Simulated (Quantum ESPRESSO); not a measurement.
AlInGa$_{2}$P$_{4}$ (made-up cell) (calculated)

Calculation on a made-up crystal cell, not a measurement: periodic Kohn-Sham density functional theory in plane waves with PseudoDojo standard norm-conserving scalar-relativistic pseudopotentials, each functional with its own files (v0.5 for PBE, v0.4.1 for LDA and PBEsol), no spin polarisation, no spin-orbit coupling, atoms not relaxed, stress positive in tension, energies less a fixed whole-eV offset for each atom's element; levels are Kohn-Sham levels at fractions of this cell's reciprocal vectors, counted from the reference band (half the neutral cell's valence electrons, rounded up) at Gamma; error bars cover cutoff and k-mesh only, not smearing or the files; added strain carries the atoms with the cell, and shear is the tensor component; each bar is the largest change over components, and at least 0.002 eV, 0.002 eV per angstrom or 0.02 GPa; energies are for the whole cell, and the offsets were chosen from early runs and are not element reference energies. Program: Quantum ESPRESSO 7.5.

```xyz
8
Lattice="5.6751 0.0701 0.0302 0.0701 5.7713 -0.0311 0.0302 -0.0311 5.5897" Properties=species:S:1:pos:R:3 formula=AlInGa2P4 lattice_type=zincblende/diamond functional=pbe cutoff=1088 fermi_dirac_smearing=0.025 scf_tolerance=1e-07 electrons_removed=0 k_mesh=4_x_4_x_4,shifted_by_half_a_step
In    -0.0685     0.0224    -0.0128
Ga     0.0204     2.6817     2.7717
Ga     2.7161    -0.0032     2.7609
Al     2.7974     2.7537    -0.0943
P      1.5374     1.3440     1.3168
P      1.5970     4.2533     4.0846
P      4.3836     1.5664     4.3150
P      4.4805     4.4255     1.3629
```

Units: cutoff, fermi_dirac_smearing, scf_tolerance in eV.

Atoms:
| atoms element | atom site | atom energy offset (eV) |
| --- | --- | --- |
| In | 1 | -1808 |
| Ga | 2 | -2080 |
| Ga | 3 | -2080 |
| Al | 4 | -64 |
| P | 5 | -189 |
| P | 6 | -189 |
| P | 7 | -189 |
| P | 8 | -189 |

Questions
1. What stress xx does the calculation give for AlInGa$_{2}$P$_{4}$ (made-up cell)?
2. AlInGa$_{2}$P$_{4}$ (made-up cell): stress xy?
3. Give the missing stress xz for AlInGa$_{2}$P$_{4}$ (made-up cell).
4. What stress yy does the calculation give for AlInGa$_{2}$P$_{4}$ (made-up cell)?
5. Give the table of forces values for AlInGa$_{2}$P$_{4}$ (made-up cell).

## Answers
1. -0.6918 GPa
2. 0.6981 GPa
3. 0.8586 GPa
4. 0.08414 GPa
5. 
Forces:
| site | x (eV/Å) | y (eV/Å) | z (eV/Å) |
| --- | --- | --- | --- |
| 1 | 1.775 | -0.8364 | -0.7153 |
| 2 | 0.7236 | 1.458 | -0.6032 |
| 3 | 1.86 | -0.6582 | 0.1701 |
| 4 | 0.5341 | 1.906 | 0.7155 |
| 5 | -0.2204 | 1.187 | 0.7681 |
| 6 | -0.6173 | -0.657 | 0.05087 |
| 7 | -1.476 | -0.04159 | -2.154 |
| 8 | -2.579 | -2.357 | 1.768 |

Further results for AlInGa$_{2}$P$_{4}$ (made-up cell):

* free energy less offsets: -0.5944 eV
* smearing term minus ts: 0 eV
* scf iterations: 10
* pressure: 0.7209 GPa
* stress zz: -1.555 GPa
* stress yz: 2.897 GPa
* error bar energy: 0.008077 eV
* error bar stress: 0.02 GPa
* error bar force: 0.002072 eV/Å
* error bars from: tighter rerun of a related cell
